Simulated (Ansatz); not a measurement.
Relaxed-ion elastic tensor of ZnO (NiAs type, P6_3/mmc) in GPa (Voigt order), r²SCAN (plane waves, PAW; program Ansatz); density 6.87 g/cm³, 9.84 Å³ per atom.

```csv
,1,2,3,4,5,6
1,287,148,107,0.0,0.0,0.0
2,148,287,107,0.0,0.0,0.0
3,107,107,408,0.0,0.0,0.0
4,0.0,0.0,0.0,11.5,0.0,0.0
5,0.0,0.0,0.0,0.0,11.5,0.0
6,0.0,0.0,0.0,0.0,0.0,69.6
```

Is the crystal mechanically stable?

Yes: the smallest eigenvalue of C is 11.5 GPa.

Work out the Voigt, Reuss and Hill averages.

K_V = 190, K_R = 188, K_H = 189; G_V = 59.9, G_R = 23.9, G_H = 41.9 GPa.

Give Young's modulus, Poisson's ratio, Pugh's ratio and the universal anisotropy index.

E = 9KG/(3K + G) = 117 GPa; ν = 0.40; K/G = 4.51 (ductile by the Pugh limit of 1.75); A_U = 5G_V/G_R + K_V/K_R − 6 = 7.56.

Estimate the sound speeds and the Debye temperature.

v_l = √((K + 4G/3)/ρ) = 5970 m/s, v_t = √(G/ρ) = 2470 m/s, mean 2790 m/s; Θ = (h/k)(3n/4πV)^(1/3) v_m = 388 K.

Solve the Christoffel equation for the three sound speeds along x, y, z.

Eigenvalues of C_ijkl n_j n_l equal ρv². In km/s, slowest first: x 1.30, 3.18, 6.47; y 1.30, 3.18, 6.47; z 1.30, 1.30, 7.70.

How much does each axis shrink under pressure?

Linear compressibilities β_i = Σ_j S_ij (j = 1 to 3): x 1.9, y 1.9, z 1.4 per TPa.

The start of the workflow was typed in or built on a structure type; the Crystallography Open Database copy checked does not list it. It is not the phase usual at ambient conditions (space group No. 186). Symmetry was held in the r²SCAN relaxation; whether a distortion lowers the energy is not shown.

Potentials: the earlier of the program's two PAW sets.
